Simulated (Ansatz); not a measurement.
Cu$_{3}$Au (Cu3Au type)

```xyz
4
Lattice="3.7805 0.0000 0.0000 0.0000 3.7805 0.0000 0.0000 0.0000 3.7805" Properties=species:S:1:pos:R:3 pbc="T T T"
Cu     0.0000     1.8903     1.8903
Cu     1.8903     1.8903     0.0000
Cu     1.8903     0.0000     1.8903
Au     0.0000     0.0000     0.0000
```

The slice is a {210} plane (indices of the conventional cell) through the point (0.500, 0.500, 0.000) (fractional), spanned by u = [100] and v = [021] in vectors of this cell: u (3.78 Å) and v (8.45 Å, at 90° to u). It covers one period; positions are fractions (u, v).

Computed with PBE (plane waves to 420 eV, PAW, scalar-relativistic; Ansatz, a first-principles code). k mesh 12×12×12. Inside the PAW spheres the values are not all-electron values, and peaks at nuclei hang on which shells count as valence. Cu3Au is run without spin polarisation. Cu3Au was relaxed with its symmetry unable to fall. Spin-orbit coupling is left out, though Au is heavy.

Q: Predict the map of the electrostatic potential energy of an electron, from the cell's mean on the slice.

A: 
```
v \ u  0.00  0.09  0.18  0.27  0.36  0.45  0.55  0.64  0.73  0.82  0.91
-----  ----  ----  ----  ----  ----  ----  ----  ----  ----  ----  ----
0.88    6.0   7.1   8.6   8.2   5.2  <3.0  <3.0   5.2   8.2   8.6   7.1
0.75      x   4.4   7.2   6.6  <3.0     x     x  <3.0   6.6   7.2   4.4
0.62    6.0   7.2   9.0   9.4   8.0   6.2   6.2   8.0   9.4   9.0   7.2
0.50   11.9  11.4   8.9     x     x     x     x     x     x   8.9  11.4
0.38    6.0   7.2   9.0   9.4   8.0   6.2   6.2   8.0   9.4   9.0   7.2
0.25      x   4.4   7.2   6.6  <3.0     x     x  <3.0   6.6   7.2   4.4
0.12    6.0   7.1   8.6   8.2   5.2  <3.0  <3.0   5.2   8.2   8.6   7.1
0.00      x     x     x   5.5  10.4  11.5  11.5  10.4   5.5     x     x
```

Values: electrostatic potential energy of an electron, from the cell's mean, in eV. Points within 1 Å of a nucleus are blanked (x), as the pseudised field means little there. Values under 3 eV are set to 3. The zero, the cell's mean, hangs on the PAW cores.
